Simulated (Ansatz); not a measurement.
InAsPt$_{5}$:
```
InAsPt5
1.0
    4.02288     0.00000     0.00000
    0.00000     4.02288     0.00000
    0.00000     0.00000     7.09865
In As Pt
1 1 5
Direct
  0.50000   0.50000   0.00000
  0.00000   0.00000   0.50000
  0.00000   0.50000   0.28556
  0.00000   0.50000   0.71444
  0.50000   0.00000   0.28556
  0.50000   0.00000   0.71444
  0.00000   0.00000   0.00000
```

Relaxed with r²SCAN. Special points in fractions of this cell's reciprocal vectors: Γ (0.000, 0.000, 0.000); X (0.000, 0.500, 0.000); M (0.500, 0.500, 0.000); Z (0.000, 0.000, 0.500); R (0.000, 0.500, 0.500); A (0.500, 0.500, 0.500).

### Question
List the band energies nearest the Fermi level at these points for r²SCAN (plane waves, PAW; program Ansatz).

### Answer
In eV from the Fermi level; about four levels below and three above (degenerate sets whole), none deeper than 8.9 eV; points with the same levels are listed once.

```
k                    below                above
-  -----------------------  -------------------
Γ  -0.84 -0.84 -0.04 -0.01       1.68 2.19 4.61
X  -2.26 -1.53 -0.97 -0.89       0.03 0.44 2.15
M  -1.54 -0.80 -0.66 -0.66       0.24 0.81 0.81
Z  -1.47 -0.55 -0.04 -0.01       0.11 1.98 1.98
R  -2.14 -2.02 -1.62 -1.02       0.94 2.36 2.84
A  -1.70 -1.69 -1.07 -0.04  0.49 0.49 0.68 0.68
```

Space group P4/mmm. The first step of the workflow began from a Materials Project structure, measured or hypothetical; the Crystallography Open Database copy checked does not list it. Its standing as an ambient phase is unchecked. The cell was relaxed with r²SCAN under the symmetry of its start; its stability against distortions is not shown here. The run is not spin-polarised. Spin–orbit coupling is left out wherever it is not named.

Potentials: the later of the program's two PAW sets.
